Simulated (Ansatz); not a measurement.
Total density of states per atom from the program Ansatz at the PBE level (PAW), in 0.25 eV bins, energy from the valence-band maximum:

(E (eV), states/eV/atom): (-7.85, 0.16); (-7.60, 0.27); (-7.35, 0.43); (-7.10, 0.54); (-6.85, 0.38); (-6.60, 0.31); (-6.35, 0.25); (-6.10, 0.22); (-5.85, 0.20); (-5.60, 0.19); (-5.35, 0.15); (-5.10, 0.13); (-4.85, 0.11); (-4.60, 0.11); (-4.35, 0.12); (-4.10, 0.47); (-3.85, 0.66); (-3.60, 0.54); (-3.35, 0.56); (-3.10, 0.71); (-2.85, 0.71); (-2.60, 0.76); (-2.35, 0.74); (-2.10, 0.63); (-1.85, 0.62); (-1.60, 0.59); (-1.35, 0.50); (-1.10, 0.40); (-0.85, 0.24); (-0.60, 0.15); (-0.35, 0.08); (-0.10, 0.01); (0.15, 0.00); (0.40, 0.00); (0.65, 0.07); (0.90, 0.17); (1.15, 0.30); (1.40, 0.47); (1.65, 0.75); (1.90, 0.82); (2.15, 0.70); (2.40, 0.54); (2.65, 0.52); (2.90, 0.50); (3.15, 0.69); (3.40, 0.95); (3.65, 0.82); (3.90, 0.67); (4.15, 0.61); (4.40, 0.60); (4.65, 0.70); (4.90, 0.65); (5.15, 0.63)

Q: Pick the material that matches.
A) SiO2, P4_12_12 (Si on 4a, O on 8b)
B) SiC, zinc blende
C) SiO2, P3_121 (Si on 3a, O on 6c)
D) SiGe, Pmma (Si on 2e, Ge on 2f)

A: D, SiGe, Pmma (Si on 2e, Ge on 2f). Top 1 eV of the valence band: Ge 4p 56 %, Si 3p 41 %. Bottom 1 eV of the conduction band: Si 3p 32 %, Ge 4p 28 %, Ge 4s 18 %, Si 3s 9 %, outside the projected shells 12 %. Projections are on Löwdin-orthogonalised atomic valence shells; empty p or d shells of many metals are not among them.

The start of the workflow was typed in or built on a structure type; neither database checked (COD, Materials Project) lists it. Its standing as an ambient phase is unchecked. The cell was relaxed with PBE under the symmetry of its start; its stability against distortions is not shown here. Scalar-relativistic: spin–orbit coupling is off unless named, which matters more the heavier the elements.

Potentials: the earlier of the program's two PAW sets.
